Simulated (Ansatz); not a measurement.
**Stress against strain in ZrB2**

```yaml
crystal:
  lattice:
    - [3.16500, 0.00000, 0.00000]
    - [-1.58250, 2.74097, 0.00000]
    - [0.00000, 0.00000, 3.52000]
  atoms:
    - { symbol: Zr, position: [0.00000, 0.00000, 0.00000] }
    - { symbol: B, position: [0.33333, 0.66667, 0.50000] }
    - { symbol: B, position: [0.66667, 0.33333, 0.50000] }
```

Atoms are numbered in the order listed.

The cell comes from COD entry 1510856, which wasn't checked; take it as a given geometry.

Computed with DFT, LDA, all-electron LAPW, scalar-relativistic in Ansatz 0.2.0.

Numerical set-up: a Γ-centred 12×12×9 k mesh, Fermi–Dirac smearing of 0.05 eV, basis error target 1 meV/atom, no spin polarisation.

The strain is applied along the Cartesian axes of the cell as listed (the other components stay zero). Fractional coordinates are held (clamped ions).

σ is the change of stress from the unstrained cell, which is at -7.28 GPa; tension is positive, so slopes are stress–strain coefficients at that pressure. In a metal the k mesh adds noise.

Only quantities that a quadratic follows smoothly over the whole series are listed; rougher ones are left out.

```csv
εzz,σzz (GPa),σxx (GPa)
-0.0300,-14.14,-3.83
-0.0200,-9.25,-2.41
-0.0100,-4.52,-1.15
0.0000,0.00,0.00
0.0100,4.28,1.06
0.0300,12.11,2.93
```

Problem. Fit the series and read off the stiffness at zero strain.

Solution. Least-squares fits y = p0 + p1 x + p2 x² to the rows give σzz (GPa): p1 = 438, p2 = -1100; σxx (GPa): p1 = 112, p2 = -500. So C33 = 438 GPa and C13 = 112 GPa, for these axes.

Problem. One run, at εzz = 0.0200, is withheld. Predict its row.

Solution. The fits give 8.30, 2.05; the run gave 8.31, 2.03.
